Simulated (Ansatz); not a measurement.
PbSe (rock salt)

```yaml
crystal:
  lattice:
    - [0.00000, 3.10888, 3.10888]
    - [3.10888, 0.00000, 3.10888]
    - [3.10888, 3.10888, 0.00000]
  atoms:
    - { symbol: Se, position: [0.00000, 0.00000, 0.00000] }
    - { symbol: Pb, position: [0.50000, 0.50000, 0.50000] }
```

The slice is a {111} plane (indices of the conventional cell) through the point (0.500, 0.500, 0.500) (fractional), spanned by u = [100] and v = [-1 2 0] in vectors of this cell: u (4.40 Å) and v (7.62 Å, at 90° to u). It covers one period; positions are fractions (u, v).

Computed with PBE (plane waves to 420 eV, PAW, scalar-relativistic; Ansatz, a first-principles code). k mesh 9×9×9. These are valence fields of a PAW run, semicore shells included where kept as valence: close to a nucleus they are smooth pseudo fields. PbSe was relaxed with its symmetry unable to fall. Spin-orbit coupling is left out, though Pb is heavy.

Q: Predict the map of the electron localisation function (ELF) on the slice.

A: 
```tsv
v \ u	0.00	0.14	0.29	0.43	0.57	0.71	0.86
0.92	0.28	0.44	0.23	0.10	0.10	0.23	0.44
0.83	0.30	0.23	0.09	0.18	0.18	0.09	0.23
0.75	0.12	0.08	0.05	0.10	0.10	0.05	0.08
0.67	0.22	0.11	0.14	0.29	0.29	0.14	0.11
0.58	0.11	0.12	0.36	0.36	0.36	0.36	0.12
0.50	0.05	0.15	0.44	x	x	0.44	0.15
0.42	0.11	0.12	0.36	0.36	0.36	0.36	0.12
0.33	0.22	0.11	0.14	0.29	0.29	0.14	0.11
0.25	0.12	0.08	0.05	0.10	0.10	0.05	0.08
0.17	0.30	0.23	0.09	0.18	0.18	0.09	0.23
0.08	0.28	0.44	0.23	0.10	0.10	0.23	0.44
0.00	x	0.27	0.31	0.06	0.06	0.31	0.27
```

Values: electron localisation function (ELF). Points within 0.5 Å of a nucleus are blanked (x), as the pseudised field means little there.
